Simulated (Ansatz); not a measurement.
Values for one crystal, relaxed and computed with DFT-HSE06 in the program Ansatz with PAW potentials; other levels are named.

| Item | Value |
|---|---|
| Volume per atom | 13.26 Å³ |
| Band gap | 5.14 eV (indirect) |
| Bulk modulus (Birch–Murnaghan fit) | 104 GPa |
| Pressure derivative B′ | 4.8 |
| Valence-band maximum | at W |
| Smallest direct gap on the standard path | 5.74 eV |
| Gap with spin–orbit coupling | 5.13 eV (at the special points and the edges found without it) |

Pick the material that matches.
(A) KF, rock salt
(B) CdF2, fluorite
(C) CsCl, rock salt
(D) ScF3, ReO3 type

B, CdF2, fluorite

Space group Fm-3m (fluorite). Symmetry was held in the HSE06 relaxation. The hybrid was solved on a coarse mesh, the path and, where they were found, the r²SCAN edge points; its band edges are the extreme levels among these. Scalar-relativistic: spin–orbit coupling is off unless named, which matters more the heavier the elements.

Potentials: the earlier of the program's two PAW sets. The files were generated under PBE; for other functionals the program regenerates the frozen cores, and for LDA and PBEsol the local potential too.
